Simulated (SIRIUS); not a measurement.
How a calculation on Zr (P6_3/mmc, 2 atoms in the cell; from Materials Project mp-131) responds to its settings

```
Zr
1.0
    3.23923     0.00000     0.00000
   -1.61962     2.80525     0.00000
    0.00000     0.00000     5.17222
Zr
2
Direct
  0.33333   0.66667   0.25000
  0.66667   0.33333   0.75000
```

Base run A: PBEsol, GBRV PBEsol ultrasoft pseudopotentials (SIRIUS), self-consistent single point.

Its settings: parameters.ngridk = 16 16 10; parameters.xc_functionals = [XC_GGA_X_PBE_SOL, XC_GGA_C_PBE_SOL]; parameters.gk_cutoff = 6.325 1/bohr; parameters.pw_cutoff = 14.143 1/bohr; parameters.smearing = cold; parameters.smearing_width = 0.00999582 Ha; potentials = GBRV PBEsol ultrasoft pseudopotentials; parameters.electronic_structure_method = pseudopotential; parameters.num_bands = 16; parameters.num_mag_dims = 0; parameters.num_dft_iter = 100; parameters.energy_tol = 1e-07 Ha; parameters.density_tol = 1e-06; mixer.type = broyden2; mixer.beta = 0.5; mixer.use_hartree = true.

The structure comes from a collection of computed structures, made at another level of theory; the collection holds predicted forms beside known ones.

ΔF is the free energy per atom less that of run A. 

A variant of run A gave: the free energy rises by 16.8 meV/atom, the pressure goes from -4.23 to -5.82 GPa and the largest force goes from 0.000 to 0.038 eV/Å.

Problem. Which change was made?
A. lattice vector b scaled by 0.98
B. lattice vector b scaled by 0.99
C. lattice vector b scaled by 1.02
D. lattice vector b scaled by 1.01

Solution. C, lattice vector b scaled by 1.02. That run gave: ΔF (meV/atom) 16.8; pressure (GPa) -5.82; largest force (eV/Å) 0.038; k-points 780.

The base and the other variants:

```csv
change,ΔF (meV/atom),pressure (GPa),largest force (eV/Å),k-points
base,0.00,-4.23,0.000,180
lattice vector b scaled by 0.98,-7.5,-2.50,0.037,780
lattice vector b scaled by 0.99,-5.0,-3.38,0.019,780
lattice vector b scaled by 1.01,7.3,-5.04,0.019,780
```
